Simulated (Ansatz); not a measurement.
## FeClO, a database entry at a rescaled volume

```
Fe O Cl
1.0
     3.70617    0.00000    0.00000
     0.00000    3.26143    0.00000
     0.00000    0.00000    7.56058
Fe O Cl
2 2 2
Direct
  0.00000 0.50000 0.09700
  0.50000 0.00000 0.90300
  0.00000 0.00000 0.91700
  0.50000 0.50000 0.08300
  0.00000 0.00000 0.30500
  0.50000 0.50000 0.69500
```

The numbers come from plane-wave PAW DFT (Ansatz): PBEsol, non-collinear spin, 420 eV, 5×6×3 Γ-centred k points, fermi-dirac occupations (width 0.1 eV). Nothing was relaxed.

Magnetic state (reached from a saved solution, and it need not be the lowest): Fe1 along (-0.97, 0.17, -0.19), Fe2 along (0.97, -0.17, 0.19).

Task: Give the spin moments.

Result: Fe1 3.05, Fe2 3.05 μB of spin moment in Bader basins; net size 0.00 μB a cell.

Task: How is the charge shared?

Result: Bader charges in e: Fe +1.47, Cl -0.43, O -1.04. In the mean Fe gives up most and O takes most.

Task: What does the stress say?

Result: The pressure is 4.5 GPa (compression positive), so with the atoms held at these fractions the cell would first expand; the forces are large, so a full relaxation may end otherwise. The principal stresses 1.9, 5.7, 5.9 GPa differ, so its shape would change too.

Task: What happens at the Fermi level?

Result: It is a metal, with about 5.7 states/eV a cell as the mean within 0.25 eV of the Fermi level, mostly Fe d (76 %) and O p (13 %).

Origin: a database entry at a rescaled volume. Caveats: semilocal functionals often miss the gap of such magnets; the k mesh is coarse if the cell is a metal.
